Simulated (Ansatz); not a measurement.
# ZnCd2Se3: a bulk modulus from differences

It was reached by relaxing an invented guess, and it needn't be the stable form of this composition.

All numbers below come from DFT PBE, scalar-relativistic, plane waves, PAW in Ansatz 0.2.0. Plane waves to 420 eV, a 10×10×10 mesh through Γ for the 6-atom cell and 0.02 eV Gaussian smearing; no spin polarisation.

```
CELL_PARAMETERS angstrom
-2.12706 2.12706 9.13438
2.12706 -2.12706 9.13438
2.12706 2.12706 -9.13438
ATOMIC_POSITIONS crystal
Zn 0.50000 0.50000 0.00000
Cd 0.83805 0.83805 0.00000
Cd 0.16195 0.16195 0.00000
Se 0.42651 0.92651 0.50000
Se 0.07348 0.57349 0.50000
Se 0.75000 0.25000 0.50000
```

The cell was set to several volumes, with shape and atoms relaxed at each where symmetry leaves them free. Pressure is positive in compression, and energies count from the lowest row.

| row | V (Å³/atom) | P (GPa) | ΔE (meV/atom) | gap on mesh (eV) |
| --- | --- | --- | --- | --- |
| 1 | 24.245 | 8.27 | 75.7 | 0.93 |
| 2 | 25.072 | ? | ? | ? |
| 3 | 25.899 | 3.44 | 16.7 | 0.76 |
| 4 | 26.725 | 1.57 | 3.9 | 0.69 |
| 5 | 27.552 | 0.00 | 0.0 | 0.61 |
| 6 | 28.378 | -1.33 | 3.5 | 0.54 |
| 7 | 29.205 | -2.45 | 13.4 | 0.47 |
| 8 | 30.307 | -3.68 | 34.6 | 0.38 |

Question: Find B = −V·ΔP/ΔV from rows 4 and 6 and from rows 1 and 3, and from the two its slope B′ and its value B0 at zero pressure.

Answer: Rows 4 and 6 give −(26.725 + 28.378)/2 × (-1.33 − (1.57))/(28.378 − 26.725) = 48.3 GPa at a mean pressure of 0.12 GPa. Rows 1 and 3 give −(24.245 + 25.899)/2 × (3.44 − (8.27))/(25.899 − 24.245) = 73.2 GPa at a mean pressure of 5.85 GPa. So B′ = (73.2 − 48.3)/(5.85 − (0.12)) = 4.35 and B0 = 48.3 − 4.35 × (0.12) = 47.8 GPa. A third-order Birch–Murnaghan fit to all the energies gives B0 = 48.1 GPa and B′ = 4.6.

Question: Estimate the pressure and energy of row 2.

Answer: From row 5, V0 = 27.552 × (1 + (0.00)/47.8) = 27.552 Å³/atom. Murnaghan's form P = (B0/B′)·[(V0/V)^B′ − 1] gives (47.8/4.35) × [(27.552/25.072)^4.35 − 1] = 5.57 GPa; the computed pressure is 5.65 GPa, so the estimate is off by -0.08 GPa. The work of compression from row 3, with the mean of the two pressures, gives ΔE = 16.7 + (5.57 + 3.44)/2 × (25.899 − 25.072)/160.2 × 1000 = 40.0 meV/atom (1 eV/Å³ = 160.2 GPa); the computed value is 40.0 meV/atom.

Question: Fit the gap against pressure through the other rows and estimate it at the computed pressure of row 2.

Answer: Over the 7 rows the mean pressure is 0.8314 GPa and the mean gap is 0.626 eV. The sums of products of deviations are S_xx = 99.17 and S_xy = 4.479, so the slope is 4.479/99.17 = 0.04516 (r = 0.99, rms misfit 0.03 eV). At 5.65 GPa the line gives 0.626 + (0.04516) × (5.65 − 0.8314) = 0.84 eV. The computed value is 0.84 eV, so the line is off by 0.00 eV, less than the largest miss among the fitted rows (0.04 eV).

Kohn–Sham gaps at this level usually fall short of measured ones. All volumes keep the k mesh of the relaxed cell. Symmetry constrained the relaxation, so the result can be a saddle point.
